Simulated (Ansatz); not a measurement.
Al2O3 in space group R3m (No. 160; Pearson symbol hR5), r²SCAN (plane waves, PAW; program Ansatz). The conduction-band minimum lies at Γ, with 1 equivalent valley. Second derivatives d²E/dk² of the lowest band at one valley (eV·Å²), along Cartesian directions:…

```csv
direction,d²E/dk²
[100],21.19
[010],21.19
[001],17.92
[110],21.19
[101],19.56
[011],19.56
```

**Question.** Find the principal effective masses, the density-of-states mass and the conductivity mass.

**Answer.** Off-diagonal terms follow from H_xy = H[110] − (H_xx + H_yy)/2, and m*/mₑ = 7.620 eV·Å² over each eigenvalue: 0.36, 0.36, 0.43. One valley's DOS mass (m₁m₂m₃)^(1/3) = 0.38, conductivity mass 3/(Σ 1/mᵢ) = 0.38 mₑ.

**Question.** What effective density of states Nc follows at 300 K for parabolic valleys?

**Answer.** Nc = 2.509e19 × 1 × (0.38)^(3/2) ≈ 5.9e18 cm⁻³.

**Question.** With the computed static dielectric constant 12.7 (mean of the diagonal), estimate a hydrogenic donor's binding energy and radius.

**Answer.** E = 13.606 eV × 0.38/12.7² ≈ 32 meV; a = 0.529 Å × ε/m* ≈ 18 Å. Semilocal masses tend to be too small when the gap is underestimated.

The first step of the workflow began from a Materials Project structure, measured or hypothetical; the Crystallography Open Database copy checked does not list it. It is not the phase usual at ambient conditions (space group No. 167). The cell was relaxed with r²SCAN under the symmetry of its start; whether a distortion lowers the energy is not shown.

Potentials: the later of the program's two PAW sets.
